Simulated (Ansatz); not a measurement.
# Profile along the Lu–Lu line in Lu (hcp, Mg type)

Lu (hcp, Mg type), conventional cell a = 3.5071 Å, b = 3.5071 Å, c = 5.4621 Å, α = 90.00°, β = 90.00°, γ = 120.00°. The calculation uses the primitive cell of 2 atoms, to which meshes and values per cell refer.

Fields along a shortest Lu–Lu line of a (1 -1 0 0) plane (3.51 Å), from Lu to Lu, interpolated on the slice's grid (step about 0.3 Å). Method: PBE (plane waves to 420 eV, PAW, scalar-relativistic; Ansatz, a quantum-chemistry and plane-wave program). k mesh 15×15×9. Near the nuclei the fields are pseudised (PAW); where an atom keeps semicore shells as valence, they peak there. Lu is run without spin polarisation. Lu was relaxed with its symmetry unable to fall. The PAW data are Ansatz's earlier set.

| distance from Lu (Å) | valence electron density (e/Å³) | electron localisation function |
|---|---|---|
| 0.00 | 50.81 | x |
| 0.18 | 41.19 | x |
| 0.35 | 22.98 | x |
| 0.53 | 9.74 | 0.86 |
| 0.70 | 3.56 | 0.79 |
| 0.88 | 1.21 | 0.56 |
| 1.05 | 0.44 | 0.24 |
| 1.23 | 0.21 | 0.10 |
| 1.40 | 0.14 | 0.12 |
| 1.58 | 0.12 | 0.21 |
| 1.75 | 0.11 | 0.25 |
| 1.93 | 0.12 | 0.21 |
| 2.11 | 0.14 | 0.12 |
| 2.28 | 0.21 | 0.10 |
| 2.46 | 0.44 | 0.24 |
| 2.63 | 1.21 | 0.56 |
| 2.81 | 3.56 | 0.79 |
| 2.98 | 9.74 | 0.86 |
| 3.16 | 22.98 | x |
| 3.33 | 41.19 | x |
| 3.51 | 50.81 | x |

x: too close to a nucleus for the ELF to mean much.

Density on the Lu–Lu line (3.51 Å) at its midpoint: 0.11 e/Å³. ELF at that point: 0.2.
